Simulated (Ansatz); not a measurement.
Cd₂TeSe:
```yaml
crystal:
  lattice:
    - [4.45311, 0.00000, 0.00000]
    - [0.00000, 4.45311, 0.00000]
    - [0.00000, 0.00000, 6.26337]
  atoms:
    - { symbol: Cd, position: [0.50000, 0.00000, 0.76758] }
    - { symbol: Cd, position: [0.00000, 0.50000, 0.23242] }
    - { symbol: Te, position: [0.00000, 0.00000, 0.50000] }
    - { symbol: Se, position: [0.50000, 0.50000, 0.00000] }
```

Relaxed with PBEsol. Special points in fractions of this cell's reciprocal vectors: Γ (0.000, 0.000, 0.000); X (0.000, 0.500, 0.000); M (0.500, 0.500, 0.000); Z (0.000, 0.000, 0.500); R (0.000, 0.500, 0.500); A (0.500, 0.500, 0.500).

Question: List the band energies nearest the valence-band maximum at these points for PBEsol (plane waves, PAW; program Ansatz).

Answer: In eV from the valence-band maximum; about four levels below and three above (degenerate sets whole), none deeper than 8.9 eV; points with the same levels are listed once.

| k | below | above |
|---|---|---|
| Γ | -2.01 -2.01 -0.07 0.00 0.00 | 0.40 2.79 3.02 |
| X | -2.18 -2.16 -1.25 -0.48 | 3.00 3.59 4.91 |
| M | -2.12 -1.91 -1.91 -1.72 | 2.59 2.75 3.05 3.05 |
| Z | -1.50 -1.50 -0.76 -0.76 | 2.91 3.05 3.48 |
| R | -1.23 -0.87 -0.78 -0.43 | 1.54 2.33 5.52 |
| A | -2.38 -2.35 -2.35 -2.20 | 4.43 4.43 4.56 |

Space group P-4m2. The first step of the workflow began from a Materials Project structure, measured or hypothetical; the Crystallography Open Database copy checked does not list it. Its standing as an ambient phase is unchecked. The cell was relaxed with PBEsol under the symmetry of its start; of distortions, only those at the zone centre were tested. Spin–orbit coupling is left out wherever it is not named.

Potentials: the later of the program's two PAW sets.
